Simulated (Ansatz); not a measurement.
## Al3GaSb4: relaxed-ion elastic tensor

These are results of DFT PBE, scalar-relativistic, plane waves, PAW in Ansatz 0.2.0, not measurements. Plane waves to 420 eV; Γ-centred k mesh 6×6×6; fixed occupations. No spin polarisation.

Equilibrium structure at this level:
```
Al Ga Sb
1.0
     6.22269    0.00000    0.00000
     0.00000    6.22269    0.00000
     0.00000    0.00000    6.22269
Al Ga Sb
3 1 4
Direct
  0.50000 0.00000 0.00000
  0.00000 0.00000 0.50000
  0.00000 0.50000 0.00000
  0.50000 0.50000 0.50000
  0.24992 0.75008 0.24992
  0.24992 0.24992 0.75008
  0.75008 0.75008 0.75008
  0.75008 0.24992 0.24992
```

The cell was found from a structure generator's guess, not taken from experiment. Spin–orbit coupling is left out, which matters for heavy elements.

Problem. Give the relaxed-ion elastic constants (GPa, Voigt order xx yy zz yz xz xy, on the Cartesian axes of the cell above).

Solution.
C11 = 75.6, C12 = 34.5, C13 = 34.5, C22 = 75.6, C23 = 34.5, C33 = 75.6, C44 = 36.6, C55 = 36.6, C66 = 36.6 GPa; the others vanish.

Problem. Is the crystal stable against homogeneous strain?

Solution. Yes: the least eigenvalue of the tensor is 36.6 GPa.

Problem. And the moduli of a polycrystal (Hill averages)?

Solution. B = 48 GPa, G = 29 GPa, E = 73 GPa, ν = 0.25.
